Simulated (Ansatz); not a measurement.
An element in the sc structure gives these cold pressures by all-electron LAPW under LDA (Ansatz 0.2.0, scalar-relativistic, spin-polarised).

```json
{"V (Å³/atom)": "33.21", "P (GPa)": "0.12"}
{"V (Å³/atom)": "29.23", "P (GPa)": "3.14"}
{"V (Å³/atom)": "25.91", "P (GPa)": "7.86"}
{"V (Å³/atom)": "22.59", "P (GPa)": "15.75"}
{"V (Å³/atom)": "19.26", "P (GPa)": "29.5"}
{"V (Å³/atom)": "16.61", "P (GPa)": "51.9"}
{"V (Å³/atom)": "14.28", "P (GPa)": "95.2"}
```

(1) Which element is it?

Results:

(1) Eu. Its zero-pressure volume in this structure is near 33.2 Å³/atom; the volume and the steepness of P(V) together point to it, though neighbours can come close. Other candidates weren't computed, and some may come near.
